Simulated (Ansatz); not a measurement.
## CdPtC6N6: field gradients at two levels of theory

Cell: an entry of the Crystallography Open Database (COD) whose atoms were relaxed with PBE, the cell held.

```cif
data_CdPtC6N6
_symmetry_space_group_name_H-M 'Fm-3m'
_symmetry_Int_Tables_number 225
_cell_length_a 10.9458
_cell_length_b 10.9458
_cell_length_c 10.9458
_cell_angle_alpha 90.000
_cell_angle_beta 90.000
_cell_angle_gamma 90.000
loop_
_atom_site_label
_atom_site_type_symbol
_atom_site_symmetry_multiplicity
_atom_site_Wyckoff_symbol
_atom_site_fract_x
_atom_site_fract_y
_atom_site_fract_z
Cd Cd 4 b 0.5000 0.5000 0.5000
Pt Pt 4 a 0.0000 0.0000 0.0000
C C 24 e 0.5000 0.5000 0.1833
N N 24 e 0.5000 0.5000 0.2890
```

One atom of each set is listed; the run and its k-mesh use a cell of 14 atoms with edges of 7.74, 7.74, 7.74 Å.

First run. The numbers come from a DFT calculation in Ansatz (PBE, plane waves and PAW, scalar-relativistic, 420 eV cutoff, Γ-centred 5×5×5 k-points, Fermi–Dirac smearing 0.05 eV).

```
site  V_zz (10²¹ V/m²)     η
   C             -3.81  0.00
   N             -5.87  0.00
```

Second run. The same atoms and settings, except that the functional is r2SCAN and the cutoff is 500 eV.

Problem. Given the first result, estimate the second.

Solution. 

```
site   V_zz     η  change of V_zz
   C  -4.17  0.00           -0.36
   N  -6.15  0.00           -0.28
```

The largest change of V_zz is on C, from -3.81 to -4.17. In per cent, |V_zz| changes by +9 on C, +5 on N (all sites that start above 0.5). Sites without a gradient aren't listed.

Without spin–orbit coupling the gradients at and beside Pt can be off by some per cent, at some sites by more. The database entry as given showed forces above 3 eV/Å or a pressure above 30 GPa, though relaxing it moves no atom far.
For the second run: The largest force is 0.9 eV/Å, so the atoms aren't at the calculated equilibrium and relaxing them would move these values.
